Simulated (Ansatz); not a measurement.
ZnS:
```
ZnS
1.0
    0.00000     2.72170     2.72170
    2.72170     0.00000     2.72170
    2.72170     2.72170     0.00000
S Zn
1 1
Direct
  0.75000   0.75000   0.75000
  0.00000   0.00000   0.00000
```

Relaxed with PBE. Special points in fractions of this cell's reciprocal vectors: Γ (0.000, 0.000, 0.000); X (0.500, 0.000, 0.500); U (0.625, 0.250, 0.625); K (0.375, 0.375, 0.750); L (0.500, 0.500, 0.500); W (0.500, 0.250, 0.750).

**Question.** List the band energies nearest the valence-band maximum at these points for the program Ansatz at the PBE level (PAW).

**Answer.** In eV from the valence-band maximum; about four levels below and three above (degenerate sets whole), none deeper than 8.9 eV; points with the same levels are listed once.

```tsv
k	below	above
Γ	-5.78 -5.78 0.00 0.00 0.00	2.02 6.38 6.38 6.38
X	-5.57 -4.47 -2.14 -2.14	3.45 4.07 10.80
U	-5.45 -4.52 -3.01 -1.74	4.14 5.90 9.29
L	-5.58 -5.15 -0.84 -0.84	3.26 6.91 6.91
W	-5.40 -4.48 -2.64 -2.63	5.70 5.93 7.81
```

Space group F-43m (zinc blende). The PBE relaxation kept the symmetry of its start.

Potentials: the later of the program's two PAW sets.
